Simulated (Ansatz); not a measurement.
Sb: enthalpy against pressure

Sb, Pm-3m, a = 3.088 Å. This isn't the element's structure at ambient conditions. Ansatz: r2SCAN, PAW, 500 eV, Γ-centred 14×14×14 mesh on 1 atom, Gaussian smearing 0.10 eV; no spin polarisation. The cell is relaxed at each pressure, and no other structure is tried, so the rows at high pressure may lie past a change of phase. y is the enthalpy over the state at zero pressure; there V0 = 29.433 Å³/atom. The pressures are the targets, met within 0.08 GPa.

```tsv
P (GPa)	y (eV/atom)
-1.0	-0.1853
0.0	0.0000
1.0	0.1822
4.0	0.7122
12.0	2.0332
25.0	3.9975
50.0	?
90.0	12.1735
```

**Question.** Fit y = c1 P + c2 P² + c3 P³ to the other rows, say what c1 and c2 mean, and predict the missing value.

**Answer.** Least squares on the rows shown. y = 0.18045 P − 0.00094735 P² + 4.9472×10⁻⁶ P³. Since dH/dP = V, c1 is V0: 0.18045 eV/GPa × 160.2 = 28.908 Å³ against 29.433; c2 = −V0/(2B0) gives B0 = 95 GPa, where a Birch–Murnaghan fit to the volumes of the same runs (not shown) gives 58 GPa: a cubic over this range folds the higher terms into c2. Above P = −c2/(3 c3) = 64 GPa the cubic's slope, the volume, would rise with pressure, so the form fails there. At P = 50.0 the fit asked for gives 7.2725 eV/atom. The run gave 7.3831 eV/atom, so the fit is 0.1106 eV/atom too low, 0.89 % of the span of the series, against an rms of 0.0034 eV/atom on the fitted rows. With a term in P⁴ added, a fit to the same known rows predicts 7.5661 eV/atom, which misses by about as much or more on the other side: the known rows don't fix the higher terms. Also, this row ran on the mesh 16×16×16, its neighbour on 14×14×14, which can shift it a little.

The mesh isn't the same in all rows (14×14×14, 16×16×16).